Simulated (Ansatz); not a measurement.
## Structure relaxation, Ti3Al

The start is a generated trial cell of Ti3Al in the AFLOW prototype A3B_hP4_191_bc_a (as in Li3N). The structure is fully relaxed (lattice and positions, P = 0) with PBEsol (plane waves to 420 eV, PAW, scalar-relativistic; Ansatz, an electronic-structure program). The first steps use a coarse 9×9×7 k-mesh.

Input geometry:
```
Ti3Al
1.0
    4.26469     0.00000     0.00000
   -2.13234     3.69333     0.00000
    0.00000     0.00000     4.51642
Ti Al
3 1
Direct
  0.00000   0.00000   0.50000
  0.33333   0.66667   0.00000
  0.66667   0.33333   0.00000
  0.00000   0.00000   0.00000
```

Task: What pressure does the first self-consistent step give?

Result: +17.0 GPa (positive: the cell is compressed).

Task: By how much does the energy per atom fall from start to end?

Result: 0.15 eV/atom.

Task: How does the volume change?

Result: +18.3 %, from 17.78 to 21.04 Å³/atom.

Task: How do the shortest distances between atoms change?

Result: The closest pairs of elements (up to four, under 3.6 Å), start → end: Al–Ti 2.26 → 2.41 Å; Ti–Ti 2.46 → 2.59 Å.

Task: Is the relaxed structure metallic? Give its gap.

Result: No gap (metallic).

The space group stays P6/mmm (No. 191) (the run could not lower it); the end is AFLOW prototype A3B_hP4_191_bc_a (as in Li3N), with 4 atoms in the primitive cell. Final values are on a 12×12×10 k-mesh of the relaxed cell. No spin polarisation in the result.

The run could not lose the symmetry of its start, so the end can be a saddle point.

All atoms sit on sites fixed by symmetry, so only the cell could relax.

The relaxed structure here is a generated cell of Ti3Al: the first start was made by placing the elements on the sites of a structure type, and the end was not matched to a known phase here, so it may be hypothetical. Known forms of Ti3Al include space group No. 194.
